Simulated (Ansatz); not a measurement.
Pt (P6_3/mmc): electronic heat capacity and spin susceptibility from the density of states

The calculation used Ansatz, DFT r2SCAN, scalar-relativistic, plane waves, PAW.

Plane waves to 500 eV, a k mesh through Γ of 18×18×10 on the computed 2-atom cell and Gaussian smearing (0.10 eV); no spin polarisation.

Relaxed cell: P6_3/mmc, a = 2.733 Å, b = 2.733 Å, c = 4.765 Å, α = 90.00°, β = 90.00°, γ = 120.00°, 2 atoms in the primitive cell. This form isn't the element's structure at ambient conditions.

The density of states at the Fermi level is 2.844 states/eV in the cell of 2 atoms (2 formula units; both spins, tetrahedra on a 27×27×15 mesh).

**Question.** What Sommerfeld coefficient and Pauli susceptibility does this give?

**Answer.** Per formula unit N(E_F) = 1.422 states/eV. γ = (π²/3) k_B² N(E_F) N_A = 2.357 mJ/(mol K²) per state/eV, so γ = 3.4 mJ/(mol K²), a mole of formula units. χ_P = μ_B² N(E_F) N_A = 3.23×10⁻⁵ emu/mol per state/eV gives 4.6×10⁻⁵ emu/mol. This is the bare band result: a measured γ of the same phase is as a rule larger by a factor 1 + λ from phonons and spin fluctuations, the spin part of χ is larger by the Stoner factor, and a measured χ also holds orbital and core terms. N(E_F) at one energy is sensitive to the mesh where the density of states has sharp peaks.

Spin-orbit coupling is left out, which matters for the bands of heavy elements.

Cost: 1 run of about 0.84 core-minutes, on Arm Neoverse V2 (shared hosts).